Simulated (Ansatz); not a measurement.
# CO2 — O-17 NMR of the central transition

Cell: a computed structure from the Materials Project (it need not be an observed phase), taken as it stands.

Space group Pa-3 (No. 205); a = 5.4971 Å.

| site | Wyckoff | site symmetry | x | y | z |
| --- | --- | --- | --- | --- | --- |
| C | 4a | .-3. | 0.0000 | 0.0000 | 0.0000 |
| O | 8c | .3. | 0.1225 | 0.1225 | 0.1225 |

One atom of each set is listed.

All values are calculated (Ansatz; DFT, r2SCAN, plane waves and PAW, scalar-relativistic, 500 eV cutoff, Γ-centred 4×4×4 k-points, Fermi–Dirac smearing 0.02 eV), not measured.

O-17 has I = 5/2 and Q = -25.58 mb (Pyykkö 2018); at 16.4 T its Larmor frequency is ν₀ = 94.7 MHz. Only the quadrupole interaction is simulated: positions count from each site's isotropic chemical shift, and J coupling is left out, as are shift anisotropy and dipolar coupling, which fast spinning averages.

(1) What does the O-17 spectrum (fast magic-angle spinning) show for each site?

Results:

(1) 

```
site    first shell  C_Q (MHz)     η  P_Q (MHz)  δ_QIS (ppm)  breadth (kHz)
   O  1 C at 1.17 Å      -4.76  0.00       4.76        -15.1           3.07
```

δ_QIS = −(ν_Q²/30ν₀²)[I(I+1) − 3/4](1 + η²/3) × 10⁶ ppm with ν_Q = 3|C_Q|/[2I(2I−1)]; it falls as 1/B₀² in ppm, and the breadth as 1/B₀ in kHz.

An axis of threefold or higher order runs through O, so V_zz lies along it and η is zero.

The largest force is 0.7 eV/Å, so the atoms aren't at the calculated equilibrium and relaxing them would move these values.
